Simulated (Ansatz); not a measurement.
CsPbBr3 in space group Pnma (No. 62; Pb on 4a, Cs on 4c, Br on 8d, Br on 4c), plane-wave PAW LDA (Ansatz code). The conduction-band minimum lies at Γ, with 1 equivalent valley. Second derivatives d²E/dk² of the lowest band at one valley (eV·Å²), along Cartesian directions:

```
direction  d²E/dk²
---------  -------
[100]        28.07
[010]        8.122
[001]        36.39
[110]        18.10
[101]        31.99
[011]        22.21
```

Question: Find the principal effective masses, the density-of-states mass and the conductivity mass.

Answer: Off-diagonal terms follow from H_xy = H[110] − (H_xx + H_yy)/2, and m*/mₑ = 7.620 eV·Å² over each eigenvalue: 0.21, 0.27, 0.94. One valley's DOS mass (m₁m₂m₃)^(1/3) = 0.38, conductivity mass 3/(Σ 1/mᵢ) = 0.31 mₑ.

Question: What effective density of states Nc follows at 300 K for parabolic valleys?

Answer: Nc = 2.509e19 × 1 × (0.38)^(3/2) ≈ 5.9e18 cm⁻³.

The LDA relaxation kept the symmetry of its start. Spin–orbit coupling is left out wherever it is not named.

Potentials: the later of the program's two PAW sets.

Edges and masses are those of Kohn–Sham bands, whose gap is no quasiparticle gap.
